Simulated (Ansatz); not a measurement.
A structure of TePb relaxed with PBEsol (plane waves to 420 eV, PAW, scalar-relativistic; Ansatz, a program for electronic structure); single points at other levels follow on the same geometry (Ansatz, PAW; PBEsol+SOC at 420 eV on a 9×9×9 k-mesh; spin-orbit coupling only where +SOC is written). Space group Fm-3m (No. 225).

```
TePb
1.0
    0.00000     3.22188     3.22188
    3.22188     0.00000     3.22188
    3.22188     3.22188     0.00000
Pb Te
1 1
Direct
  0.50000   0.50000   0.50000
  0.00000   0.00000   0.00000
```

```tsv
level	gap (eV)	kind	conduction minimum
PBEsol	0.65	direct	L
PBEsol+SOC	0.15	direct	L
```

The shift from spin-orbit coupling is approximate. No spin polarisation in the result.

Measured for TePb: gap 0.19 eV (0 K or low temperature; as listed in arXiv:2302.06325). Computed minus measured — gap: PBEsol +0.46 eV, PBEsol, with spin-orbit coupling -0.04 eV. The computed values are for a static lattice, and a measured gap can be an optical one, lowered by exciton binding.

It was reached from a disturbed copy of a Fm-3m (No. 225) cell (rock salt type), against which it lies under 1 meV/atom.
